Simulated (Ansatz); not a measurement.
Input:

Relaxed Ag (fcc, Cu type):

```xyz
4
Lattice="4.1492 0.0000 0.0000 0.0000 4.1492 0.0000 0.0000 0.0000 4.1492" Properties=species:S:1:pos:R:3 pbc="T T T"
Ag     0.0000     0.0000     0.0000
Ag     2.0746     2.0746     0.0000
Ag     2.0746     0.0000     2.0746
Ag     0.0000     2.0746     2.0746
```

Scan: atom 2 (Ag, nearest neighbour Ag at 2.934 Å; its periodic images, 4.1 Å or more away, move with it) is displaced along Cartesian [111], direction (0.577, 0.577, 0.577) in Cartesian axes, by s. The other atoms stay.

These are PBE (plane waves to 420 eV, PAW, scalar-relativistic; Ansatz, a program for electronic structure) values and carry that method's errors. k mesh 9×9×9 (Γ-centred), Fermi-Dirac smearing 0.05 eV. Energies are smeared free energies. With partly filled bands, energies and forces of such displacements shift with the k mesh and the smearing. On this mesh the relaxed cell isn't quite at rest: it carries a pressure of -0.1 GPa (compression positive) at the zero of the scan. Ag was relaxed with its symmetry unable to fall. The PAW data are Ansatz's earlier set. The zero of ΔE is the undisplaced structure.

The scan covers s from -0.290 to 0.290 Å in 11 points.

Is this a single well or a double well?

A single well with its minimum at or next to zero displacement.

Is the energy the same for equal positive and negative displacements?

Even: the same for both signs. With its periodic images moving along, the atom's site symmetry in this cell is m-3m.

What force acts on the atom along the line at s = -0.290 Å?

1.56 eV/Å.

What is the force constant k = d²E/ds² of this move at s = 0?

4.58 eV/Å².

(A displaced cell: forces are minus the slopes of the energy, force constants its curvatures, and phonons follow from these.)
